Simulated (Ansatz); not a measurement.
Values for one crystal, relaxed and computed with PBE (plane waves, PAW; program Ansatz); other levels are named.

```yaml
volume_per_atom: 10.98 Å³
band_gap: 2.39 eV (smallest direct gap 2.40 eV)
Poisson's ratio: 0.32
zero_point_energy: 68.9 meV/atom
Vibrational entropy at 300 K: 17.4 J/(K·mol of atoms)
valence_band_maximum: at Γ
electron_effective_mass: 0.71, 4.8, 4.8 mₑ (principal values)
```

Question: Pick the material that matches.
A) HfO2, P4_2/nmc (Hf on 2a, O on 4d)
B) Cu2O, Pn-3m (Cu on 4c, O on 2a)
C) TiO2, Pbca (Ti on 8c, O on 8c, O on 8c)
D) PbO, P4/nmm (Pb on 2c, O on 2a)

Answer: C, TiO2, Pbca (Ti on 8c, O on 8c, O on 8c)

The PBE relaxation kept the symmetry of its start. The run is not spin-polarised.

Potentials: the later of the program's two PAW sets.
